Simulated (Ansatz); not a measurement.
K$_{2}$S:
```cif
data_K2S
_chemical_formula_sum 'K2 S1'
_space_group_name_H-M_alt 'P 1'
_space_group_IT_number 1
_cell_length_a 5.18721
_cell_length_b 5.18721
_cell_length_c 5.18721
_cell_angle_alpha 60.000
_cell_angle_beta 60.000
_cell_angle_gamma 60.000
loop_
_space_group_symop_operation_xyz
  'x, y, z'
loop_
_atom_site_label
_atom_site_type_symbol
_atom_site_fract_x
_atom_site_fract_y
_atom_site_fract_z
_atom_site_occupancy
K1 K 0.25000 0.25000 0.25000 1
K2 K 0.75000 0.75000 0.75000 1
S1 S 0.00000 0.00000 0.00000 1
```

Relaxed with PBEsol.

Give the optical modes at the zone centre with their infrared activity from DFPT, the program Ansatz at the PBEsol level (PAW).

Transverse frequencies, without the LO–TO term; a row sums one degenerate level.

```
ω (cm⁻¹)  degeneracy  IR ((D/Å)²/amu)     activity  symmetry
--------  ----------  ---------------  -----------  --------
127                3             0.00  IR-inactive       T2g
165                3            11.37           IR       T1u
```

How high does the top mode go among those that the LO–TO term moves?

231 cm⁻¹ for q along x.

Space group Fm-3m (anti-fluorite). Symmetry was held in the PBEsol relaxation; of distortions, only those at the zone centre were tested.

Potentials: the later of the program's two PAW sets.
